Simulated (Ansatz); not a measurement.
LiF:
```cif
data_FLi
_chemical_formula_sum 'Li1 F1'
_space_group_name_H-M_alt 'P 1'
_space_group_IT_number 1
_cell_length_a 3.04773
_cell_length_b 3.04773
_cell_length_c 3.04773
_cell_angle_alpha 60.000
_cell_angle_beta 60.000
_cell_angle_gamma 60.000
loop_
_space_group_symop_operation_xyz
  'x, y, z'
loop_
_atom_site_label
_atom_site_type_symbol
_atom_site_fract_x
_atom_site_fract_y
_atom_site_fract_z
_atom_site_occupancy
Li1 Li 0.00000 0.00000 0.00000 1
F1 F 0.25000 0.25000 0.25000 1
```

Relaxed with PBEsol.

**Question.** Give the optical modes at the zone centre with their infrared activity from DFPT, plane-wave PAW PBEsol (Ansatz code).

**Answer.** Transverse frequencies, without the LO–TO term; a row sums one degenerate level.

```json
[
 {"ω (cm⁻¹)": "432", "degeneracy": "3", "IR ((D/Å)²/amu)": "13.18", "activity": "IR", "symmetry": "T2"}
]
```

**Question.** How high does the top mode go among those that the LO–TO term moves?

**Answer.** 658 cm⁻¹ for q along x.

Space group F-43m (zinc blende). The start of the workflow was typed in or built on a structure type; neither database checked (COD, Materials Project) lists it. It is not the phase usual at ambient conditions (space group No. 225). The PBEsol relaxation kept the symmetry of its start; whether a distortion lowers the energy is not shown.

Potentials: the earlier of the program's two PAW sets. The files were generated under PBE; for other functionals the program regenerates the frozen cores, and for LDA and PBEsol the local potential too.
